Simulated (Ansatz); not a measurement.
SnO2 (rutile)

```yaml
crystal:
  lattice:
    - [4.76919, 0.00000, 0.00000]
    - [0.00000, 4.76919, 0.00000]
    - [0.00000, 0.00000, 3.21201]
  atoms:
    - { symbol: Sn, position: [0.00000, 0.00000, 0.00000] }
    - { symbol: Sn, position: [0.50000, 0.50000, 0.50000] }
    - { symbol: O, position: [0.30628, 0.30628, 0.00000] }
    - { symbol: O, position: [0.80628, 0.19372, 0.50000] }
    - { symbol: O, position: [0.19372, 0.80628, 0.50000] }
    - { symbol: O, position: [0.69372, 0.69372, 0.00000] }
```

Grid over V/V₀ and (c/a)/(c/a)₀, subscript 0 meaning the relaxed cell; the conventional c axis lies along z; no internal relaxation.

All values below come from PBEsol (plane waves to 420 eV, PAW, scalar-relativistic; Ansatz, a program for electronic structure). k mesh 7×7×10 (Γ-centred), Fermi-Dirac smearing 0.05 eV. Stress and pressure are positive under compression. As the atoms are clamped, bonds stretch with the cell, which overstates energies and stresses. SnO2 was relaxed with its symmetry unable to fall. 

```json
[
 {"P (GPa)": "(c/a)/(c/a)₀ = 0.920", "V/V₀ = 0.960": "(withheld)", "V/V₀ = 0.973": "10.5", "V/V₀ = 0.987": "7.3", "V/V₀ = 1.000": "4.3", "V/V₀ = 1.013": "1.6", "V/V₀ = 1.027": "-1.0", "V/V₀ = 1.040": "-3.3"},
 {"P (GPa)": "(c/a)/(c/a)₀ = 0.947", "V/V₀ = 0.960": "12.0", "V/V₀ = 0.973": "8.6", "V/V₀ = 0.987": "5.5", "V/V₀ = 1.000": "2.6", "V/V₀ = 1.013": "-0.1", "V/V₀ = 1.027": "-2.6", "V/V₀ = 1.040": "-4.8"},
 {"P (GPa)": "(c/a)/(c/a)₀ = 0.973", "V/V₀ = 0.960": "10.4", "V/V₀ = 0.973": "7.1", "V/V₀ = 0.987": "4.0", "V/V₀ = 1.000": "1.2", "V/V₀ = 1.013": "-1.4", "V/V₀ = 1.027": "-3.9", "V/V₀ = 1.040": "-6.1"},
 {"P (GPa)": "(c/a)/(c/a)₀ = 1.000", "V/V₀ = 0.960": "9.0", "V/V₀ = 0.973": "5.8", "V/V₀ = 0.987": "2.8", "V/V₀ = 1.000": "0.0", "V/V₀ = 1.013": "-2.6", "V/V₀ = 1.027": "-4.9", "V/V₀ = 1.040": "-7.1"},
 {"P (GPa)": "(c/a)/(c/a)₀ = 1.027", "V/V₀ = 0.960": "8.0", "V/V₀ = 0.973": "4.8", "V/V₀ = 0.987": "1.8", "V/V₀ = 1.000": "-0.9", "V/V₀ = 1.013": "-3.4", "V/V₀ = 1.027": "-5.8", "V/V₀ = 1.040": "-7.9"},
 {"P (GPa)": "(c/a)/(c/a)₀ = 1.053", "V/V₀ = 0.960": "7.2", "V/V₀ = 0.973": "4.0", "V/V₀ = 0.987": "1.1", "V/V₀ = 1.000": "-1.6", "V/V₀ = 1.013": "-4.1", "V/V₀ = 1.027": "-6.4", "V/V₀ = 1.040": "-8.5"},
 {"P (GPa)": "(c/a)/(c/a)₀ = 1.080", "V/V₀ = 0.960": "6.6", "V/V₀ = 0.973": "3.5", "V/V₀ = 0.987": "0.6", "V/V₀ = 1.000": "-2.0", "V/V₀ = 1.013": "-4.5", "V/V₀ = 1.027": "-6.8", "V/V₀ = 1.040": "-8.8"}
]
```

Q: Complete the blanks.

A: 
- (c/a)/(c/a)₀ = 0.920, V/V₀ = 0.960: 13.9

(A scan under strain: stresses follow from slopes of the energy per volume, elastic moduli from its curvatures.)
